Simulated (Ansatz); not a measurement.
MgO:
```
CELL_PARAMETERS angstrom
      3.29028     0.00000     0.00000
     -1.64514     2.84947     0.00000
      0.00000     0.00000     5.03784
ATOMIC_POSITIONS crystal
  Mg 0.33333 0.66667 0.00494
  Mg 0.66667 0.33333 0.50494
  O  0.33333 0.66667 0.39966
  O  0.66667 0.33333 0.89966
```

Relaxed with r²SCAN.

Question: Give the optical modes at the zone centre with their infrared and Raman activity from DFPT, plane-wave PAW r²SCAN (Ansatz code).

Answer: Transverse frequencies, without the LO–TO term; a row sums one degenerate level.

```csv
ω (cm⁻¹),degeneracy,IR ((D/Å)²/amu),Raman (Å⁴/amu),activity,symmetry
197,2,0.00,0.053,Raman,E2
446,1,0.00,0,silent,B1
449,1,17.29,5.2,IR+Raman,A1
528,2,0.00,5.6,Raman,E2
532,2,31.06,2.3,IR+Raman,E1
539,1,0.00,0,silent,B1
```

Question: How high does the top mode go among those that the LO–TO term moves?

Answer: 731 cm⁻¹ for q along x, 731 cm⁻¹ for q along y, 688 cm⁻¹ for q along z.

Space group P6_3mc (wurtzite). The first step of the workflow began from a Materials Project structure, measured or hypothetical; the Crystallography Open Database copy checked does not list it. It is not the phase usual at ambient conditions (space group No. 225). The cell was relaxed with r²SCAN under the symmetry of its start; its stability against distortions is not shown here.

Potentials: the earlier of the program's two PAW sets.
